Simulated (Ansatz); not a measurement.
According to plane-wave PAW PBE+D3(BJ) (Ansatz code), BC₃ in the orthorhombic phase (Cmcm; Pearson symbol oS32) relaxes to a = 5.159 Å, b = 8.939 Å, c = 6.578 Å. B on 4c has 3 nearest neighbours from 1.56 Å (trigonal planar); C on 4c has 3 nearest neighbours from 1.42 Å (trigonal planar); B on 4c has 3 nearest neighbours from 1.56 Å (trigonal planar). Against the elements it lies at 0.21 eV/atom, with no fitted shifts.

Electronic character: metallic (no gap).

An equation-of-state fit gives a bulk modulus of 23.9 GPa.

The start of the workflow was typed in or built on a structure type; neither database checked (COD, Materials Project) lists it. Its standing as an ambient phase is unchecked. Symmetry was held in the PBE+D3(BJ) relaxation; whether a distortion lowers the energy is not shown. Its formation energy is positive at this level, so the cell may be metastable or incomplete. The references are the lowest solids computed at this level, not always the standard phases.

Potentials: the earlier of the program's two PAW sets.
